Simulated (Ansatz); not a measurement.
Values for one crystal, relaxed and computed with the program Ansatz at the r²SCAN level (PAW); other levels are named.

```yaml
volume_per_atom: 21.71 Å³
electronic_character: metallic (no gap)
Formation energy from the elements (no fitted shifts): -0.53 eV/atom
Density of states at the Fermi level: 0.30 states/eV per atom (mean over ±0.08 eV)
```

Problem. Which compound is it?
(A) MgCoGe, P4/nmm (Mg on 2c, Co on 2a, Ge on 2c)
(B) LaMg2Si2, P4/mmm (La on 1a, Mg on 2e, Si on 2h)
(C) MgAl2Ge2, P-3m1 (Mg on 1a, Al on 2d, Ge on 2d)
(D) V3Si2Mo3, R32 (V on 9d, Si on 6c, Mo on 9e)

Solution. B, LaMg2Si2, P4/mmm (La on 1a, Mg on 2e, Si on 2h)

The first step of the workflow began from a Materials Project structure, measured or hypothetical; the Crystallography Open Database copy checked does not list it. Whether it is the stable phase at ambient conditions was not checked. The r²SCAN relaxation kept the symmetry of its start; whether a distortion lowers the energy is not shown. The references are the lowest solids computed at this level, not always the standard phases. Scalar-relativistic: spin–orbit coupling is off unless named, which matters more the heavier the elements.

Potentials: the later of the program's two PAW sets.
